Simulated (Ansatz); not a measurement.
The start is a generated cell, Au placed in the AFLOW prototype A_hR1_166_a (A10, as in Hg). A full variable-cell relaxation at zero pressure is run with PBEsol (plane waves to 420 eV, PAW, scalar-relativistic; Ansatz, a first-principles code). The first steps use a coarse 13×13×13 k-mesh.

Starting cell:
```
Au
1.0
    1.56252     0.90212     2.00761
   -1.56252     0.90212     2.00761
    0.00000    -1.80424     2.00761
Au
1
Direct
  0.00000   0.00000   0.00000
```

Problem. What pressure does the first self-consistent step give?

Solution. +8.2 GPa (positive: the cell is compressed).

Problem. Does the structure survive the relaxation? Give the final space group.

Solution. The space group goes from R-3m (No. 166) to Fm-3m (No. 225); the end is fcc (Cu type), with 1 atom in the primitive cell.

Problem. How much energy is released per atom?

Solution. 0.12 eV/atom.

Problem. How do the shortest distances between atoms change?

Solution. The closest pairs of elements (up to four, under 3.6 Å), start → end: Au–Au 2.70 → 2.89 Å.

Problem. What band gap does the relaxed structure have at this level?

Solution. No gap (metallic).

Problem. Write out the relaxed structure.

Solution. 
```cif
data_Au4
_chemical_formula_sum 'Au4'
_space_group_name_H-M_alt 'Fm-3m'
_space_group_IT_number 225
_space_group_name_Hall '-F 4 2 3'
_cell_length_a 4.08337
_cell_length_b 4.08337
_cell_length_c 4.08337
_cell_angle_alpha 90.000
_cell_angle_beta 90.000
_cell_angle_gamma 90.000
loop_
_atom_site_label
_atom_site_type_symbol
_atom_site_symmetry_multiplicity
_atom_site_Wyckoff_symbol
_atom_site_fract_x
_atom_site_fract_y
_atom_site_fract_z
_atom_site_occupancy
Au1 Au 4 a 0.00000 0.00000 0.00000 1
```
(The calculation used a cell of 1 atom; values per cell refer to that cell.)

Final values are on a 20×20×20 k-mesh of the relaxed cell. No spin polarisation in the result.

The run could not lose the symmetry of its start.
